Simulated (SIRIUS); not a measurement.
SIRIUS run on Nb (P-1, 7 atoms in the cell; from Materials Project mp-1104341): self-consistent single point.

Computed with LDA (PW92), GBRV LDA ultrasoft pseudopotentials (plane waves; SIRIUS 7.12.0).

```yaml
crystal:
  lattice:
    - [2.78114, 0.00000, 0.00000]
    - [0.16093, 4.66923, 0.00000]
    - [0.75937, 1.89776, 9.74095]
  atoms:
    - { symbol: Nb, position: [0.64750, 0.21778, 0.57125] }
    - { symbol: Nb, position: [0.35250, 0.78222, 0.42875] }
    - { symbol: Nb, position: [0.93924, 0.65044, 0.71360] }
    - { symbol: Nb, position: [0.06076, 0.34956, 0.28640] }
    - { symbol: Nb, position: [0.22321, 0.07763, 0.85667] }
    - { symbol: Nb, position: [0.77679, 0.92237, 0.14333] }
    - { symbol: Nb, position: [0.50000, 0.50000, 0.00000] }
```

Reference input (self-consistent single point, DFT, LDA (PW92), plane waves, GBRV LDA ultrasoft pseudopotentials): parameters.ngridk = 5 3 2; parameters.xc_functionals = [XC_LDA_X, XC_LDA_C_PW]; parameters.gk_cutoff = 6.325 1/bohr; parameters.pw_cutoff = 14.143 1/bohr; parameters.smearing = cold; parameters.smearing_width = 0.00734986 Ha; potentials = GBRV LDA ultrasoft pseudopotentials; parameters.electronic_structure_method = pseudopotential; parameters.num_bands = 55; parameters.num_mag_dims = 0; parameters.num_dft_iter = 100; parameters.energy_tol = 1e-07 Ha. This run's input differs from it in these lines:

```diff
@@ -16,3 +16,3 @@
     "pw_cutoff": 14.143,
-    "ngridk": [5, 3, 2],
+    "ngridk": [3, 2, 1],
     "smearing": "cold",
```

Output (repeated stretches shortened):

```
[find] density tolerance         : 1e-06
[find] total energy tolerance    : 1e-07
[find] iter_solver_tol (initial) : 0.01
[find] iter_solver_tol (target)  : 1e-13
[find] num_dft_iter              : 100
Charges and magnetic moments
--------------------------------------------------------------------------------
total charge          : 91.000000
[find] | SCF iteration   0 out of 100|
[diagonalize] iterative solver tolerance (occupied, empty): 0.01 0.01
[diagonalize] average number of iterations: 1
[find_efermi_generic] Newton iteration converged after 3 steps
[find] Charges and magnetic moments
[find] total charge          : 91.000000
[find] Energy
[find] smearing (-TS)                 :      -0.00148107
[find] Total energy                   :    -413.32246448 (Ha),    -826.64492895 (Ry)
[find] Free energy (E-TS)             :    -413.32394555 (Ha),    -826.64789110 (Ry)
[find] band gap (eV)                  :       0.00000000
[find] Efermi                         :       0.67511620
[find] iteration : 0, RMS (target) : 5.3539e-01 (1.0000e-06) , energy difference (target) : -4.1332e+02 (1.0000e-07)
[find] bands are converged : true
[find] iterative solver converged : false
[find] | SCF iteration   1 out of 100|
[diagonalize] iterative solver tolerance (occupied, empty): 0.000314997 0.000314997
   [... lines left out ...]
[find] Charges and magnetic moments
[find] Free energy (E-TS)             :    -413.39499039 (Ha),    -826.78998077 (Ry)
[find] band gap (eV)                  :       0.00000000
[find] Efermi                         :       0.65433752
[find] Charges and magnetic moments
[find] Free energy (E-TS)             :    -413.37513440 (Ha),    -826.75026881 (Ry)
[find] band gap (eV)                  :       0.00000000
[find] Efermi                         :       0.65818704
[find] Charges and magnetic moments
[find] Free energy (E-TS)             :    -413.39904480 (Ha),    -826.79808959 (Ry)
   [... lines left out ...]
[ground_state] atom:    2, force:      -0.0014821     -0.0012805      0.0004385
[ground_state] atom:    3, force:       0.0014821      0.0012805     -0.0004385
[ground_state] atom:    4, force:      -0.0012623     -0.0012220      0.0001792
[ground_state] atom:    5, force:       0.0012623      0.0012220     -0.0001792
[ground_state] atom:    6, force:       0.0000000      0.0000000      0.0000000
```

The run converged in 19 iterations. SIRIUS prints the stress tensor with tension positive. Against the reference run the free energy falls by 255 meV/atom, the pressure goes from -8.69 to -14.66 GPa and the largest force goes from 0.066 to 0.103 eV/Å.

This run is one point of a test of settings, so its values need not be converged; read them against the reference run alone. The structure comes from a collection of computed structures, made at another level of theory; the collection holds predicted forms beside known ones. No clean gap shows at this smearing width and mesh (spacing up to 0.76 Å⁻¹); the mesh is coarse for partly filled bands, so the values carry mesh errors.

Cost on one core: very roughly 21 core-seconds.
